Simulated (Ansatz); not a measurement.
GeW in space group P-6m2 (No. 187; W on 1a, Ge on 1f), r²SCAN in the plane-wave PAW code Ansatz, all energies at zero smearing, with the estimated change up to a 700 eV cutoff added, with one set of potentials and settings (totals compare only within such a set). Cell of 2 atoms (1 W, 1 Ge): -14699.704 eV.

```json
[
 {"element": "W", "reference phase": "Im-3m, 1 atoms in the cell", "E (eV/atom)": "-10397.2967"},
 {"element": "Ge", "reference phase": "Fd-3m, 2 atoms in the cell", "E (eV/atom)": "-4302.9041"}
]
```

Formation energy per atom, worked out: (-14699.704 − 1×(-10397.2967) − 1×(-4302.9041))/2 = 0.249 eV/atom (24 kJ per mol of atoms), at 0 K, without zero-point energy or fitted corrections.

A made-up cell: these elements were put on the sites of a structure type; neither database checked (COD, Materials Project) lists it. Its standing as an ambient phase is unchecked. The r²SCAN relaxation kept the symmetry of its start; its stability against distortions is not shown here. No spin polarisation was allowed. The references are the lowest solids computed at this level, not always the standard phases. Scalar-relativistic: spin–orbit coupling is off unless named, which matters more the heavier the elements.

Potentials: the later of the program's two PAW sets.
